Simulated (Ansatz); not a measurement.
MgO in space group P6_3/mmc (No. 194; Mg on 2c, O on 2d), the program Ansatz at the LDA level (PAW). The conduction-band minimum lies at Γ, with 1 equivalent valley. Second derivatives d²E/dk² of the lowest band at one valley (eV·Å²), along Cartesian directions:

| direction | d²E/dk² |
|---|---|
| [100] | 22.08 |
| [010] | 22.08 |
| [001] | 19.60 |
| [110] | 22.08 |
| [101] | 20.84 |
| [011] | 20.84 |

Problem. Find the principal effective masses, the density-of-states mass and the conductivity mass.

Solution. Off-diagonal terms follow from H_xy = H[110] − (H_xx + H_yy)/2, and m*/mₑ = 7.620 eV·Å² over each eigenvalue: 0.35, 0.35, 0.39. One valley's DOS mass (m₁m₂m₃)^(1/3) = 0.36, conductivity mass 3/(Σ 1/mᵢ) = 0.36 mₑ.

Problem. What effective density of states Nc follows at 300 K for parabolic valleys?

Solution. Nc = 2.509e19 × 1 × (0.36)^(3/2) ≈ 5.4e18 cm⁻³.

Problem. With the computed static dielectric constant 6.94 (mean of the diagonal), estimate a hydrogenic donor's binding energy and radius.

Solution. E = 13.606 eV × 0.36/6.94² ≈ 100 meV; a = 0.529 Å × ε/m* ≈ 10 Å. Semilocal masses tend to be too small where the gap is.

The workflow started from a Materials Project entry (that database holds measured and hypothetical structures alike); the Crystallography Open Database copy checked does not list it. It is not the phase usual at ambient conditions (space group No. 225). Symmetry was held in the LDA relaxation; phonons on a q-mesh show no instability.

Potentials: the later of the program's two PAW sets.
